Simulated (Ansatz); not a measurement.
Sb (space group R-3m)

```xyz
2
Lattice="2.1872 1.2628 3.8467 -2.1872 1.2628 3.8467 0.0000 -2.5255 3.8467" Properties=species:S:1:pos:R:3 pbc="T T T"
Sb     0.0000     0.0000     3.0843
Sb     0.0000     0.0000     8.4558
```

The slice is a (-1 1 0 4) plane (indices of the conventional cell) through the point (0.733, 0.733, 0.733) (fractional), spanned by u = [1 0 -1] and v = [1 -1 1] in vectors of this cell: u (4.37 Å) and v (6.35 Å, at 90° to u). It covers one period; positions are fractions (u, v).

Method: PBE (plane waves to 420 eV, PAW, scalar-relativistic; Ansatz, a quantum-chemistry and plane-wave program). k mesh 13×13×13. Inside the PAW spheres the values are not all-electron values, and peaks at nuclei hang on which shells count as valence. Sb was relaxed with its symmetry unable to fall. Spin-orbit coupling is left out, though Sb is heavy.

Task: Sketch the electron localisation function (ELF) on this plane as a map.

Result: 
```
|xx.=+#+:..:+#+=.x|
| .-++*=:..:=*++-.|
|==++*+-.  .-+*++=|
|***#*-.    .-*#**|
|@@%#+:.    .:+#%@|
|@@%#=:.    .:=#%@|
|####+-.    .-+###|
|+++**=:    :=**++|
|:-=+**-.  .-**+=-|
|xx-+**=.  .=**+-x|
|xx:+*#=.  .=#*+:x|
|xx:+*#=.  .=#*+:x|
|.:+*##=.  .=##*+:|
|++*#%*:.  .:*%#*+|
|###%#=.    .=#%##|
|%%#*-.      .-*#%|
|++=:.        .:=+|
|+==:.        .:==|
|###+-:      :-+##|
|**###=:.  .:=###*|
|++**#*-....-*#**+|
| .=+*#+:..:+#*+=.|
|xx.=*#+-..-+#*=.x|
|xx =+#+-..-+#+= x|
```
Scale: ten equal steps from 0.02 (start of ' ') to 0.65 (end of '@'), in the order ' .:-=+*#%@'. Values: electron localisation function (ELF). The map has 17 points along u (one character each, u = 0 at the left) and 24 along v (v = 0 in the bottom row). Points within 0.5 Å of a nucleus are blanked (x), as the pseudised field means little there.
